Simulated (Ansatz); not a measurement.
TiAu:
```
CELL_PARAMETERS angstrom
      3.21764     0.00000     0.00000
      0.00000     3.21764     0.00000
      0.00000     0.00000     3.21764
ATOMIC_POSITIONS crystal
  Au 0.00000 0.00000 0.00000
  Ti 0.50000 0.50000 0.50000
```

Relaxed with PBEsol. Special points in fractions of this cell's reciprocal vectors: Γ (0.000, 0.000, 0.000); X (0.000, 0.500, 0.000); M (0.500, 0.500, 0.000); R (0.500, 0.500, 0.500).

Question: List the band energies nearest the Fermi level at these points for the program Ansatz at the PBEsol with spin–orbit coupling level (PAW).

Answer: In eV from the Fermi level; about four levels below and three above (degenerate sets whole), none deeper than 8.9 eV; points with the same levels are listed once.

| k | below | above |
|---|---|---|
| Γ | -4.62 -4.62 -4.62 -4.62 -3.88 -3.88 | 0.30 0.30 0.30 0.30 |
| X | -2.27 -2.27 -0.87 -0.87 | 0.13 0.13 0.29 0.29 |
| M | -0.85 -0.85 -0.06 -0.06 | 0.75 0.75 1.99 1.99 |
| R | -1.84 -1.84 -1.84 -1.84 | 2.29 2.29 2.29 2.29 |

Space group Pm-3m (CsCl type). The workflow started from an entry of the Crystallography Open Database (COD). Whether it is the stable phase at ambient conditions was not checked. The cell was relaxed with PBEsol under the symmetry of its start. At this level the phase is mechanically unstable. The run is not spin-polarised.

Potentials: the later of the program's two PAW sets.
